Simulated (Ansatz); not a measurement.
SrGaGeH:
```yaml
crystal:
  lattice:
    - [4.19852, 0.00000, 0.00000]
    - [-2.09926, 3.63603, 0.00000]
    - [0.00000, 0.00000, 4.86017]
  atoms:
    - { symbol: Sr, position: [0.33333, 0.66667, 0.99845] }
    - { symbol: Ga, position: [0.66667, 0.33333, 0.55582] }
    - { symbol: Ge, position: [0.00000, 0.00000, 0.43646] }
    - { symbol: H, position: [0.66667, 0.33333, 0.91489] }
```

Relaxed with PBEsol.

Give the Bader charges and basin volumes of the independent atoms, PBEsol in the plane-wave PAW code Ansatz.



| atom | Bader charge (e) | Bader volume (Å³) |
|---|---|---|
| Sr1 | +1.33 | 19.1 |
| Ga2 | +0.16 | 18.3 |
| Ge3 | -0.94 | 28.6 |
| H4 | -0.55 | 8.3 |

Space group P3m1. The first step of the workflow began from a Materials Project structure, measured or hypothetical; the Crystallography Open Database files this formula in space group No. 156, but the cells were not matched. Its standing as an ambient phase is unchecked. The PBEsol relaxation kept the symmetry of its start; its stability against distortions is not shown here.

Potentials: the later of the program's two PAW sets.
